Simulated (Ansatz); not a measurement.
C (graphite type, space group P6_3/mmc)

```
CELL_PARAMETERS angstrom
      2.46500     0.00000     0.00000
     -1.23250     2.13475     0.00000
      0.00000     0.00000     6.73046
ATOMIC_POSITIONS crystal
  C  0.00000 0.00000 0.25000
  C  0.00000 0.00000 0.75000
  C  0.33333 0.66667 0.25000
  C  0.66667 0.33333 0.75000
```

In each cell atom 2 (C, nearest neighbour C at 1.423 Å; its periodic images, 2.5 Å or more away, move with it) moves by s·(0.000, 0.000, 1.000) (along Cartesian z), the rest being held.

The numbers are results of PBE-D3(BJ) (plane waves to 420 eV, PAW, scalar-relativistic; Ansatz, an electronic-structure program), not measurements. k mesh 12×12×4 (Γ-centred), Fermi-Dirac smearing 0.05 eV. E stands for the smeared free energy. With partly filled bands, energies and forces of such displacements shift with the k mesh and the smearing. C was relaxed with its symmetry unable to fall. ΔE is measured from the undisplaced structure. The last digit holds for this mesh only.

| s (Å) | ΔE (meV/cell) |
|---|---|
| -0.140 | 163.6 |
| -0.112 | 104.6 |
| -0.084 | withheld |
| -0.056 | 26.1 |
| -0.028 | 6.5 |
| 0.000 | 0.0 |
| 0.028 | 6.5 |
| 0.056 | 26.1 |
| 0.084 | withheld |
| 0.112 | 104.6 |
| 0.140 | 163.6 |

Question: Fit an even polynomial form (powers 2, 4) to the given rows and predict ΔE at s = -0.084.

Answer: Least squares on the 9 given rows: ΔE = (8321)·s² + (1308)·s⁴, in meV/cell with s in Å; root-mean-square residual 0.01 meV/cell. At -0.084 the fit gives 58.8 meV/cell; the calculation gives 58.8 meV/cell, the same to the digits shown. The quadratic term alone would give 58.7 meV/cell.

(For displaced atoms, the force is minus the slope of the energy, and its curvature is a force constant, which sets phonon frequencies.)
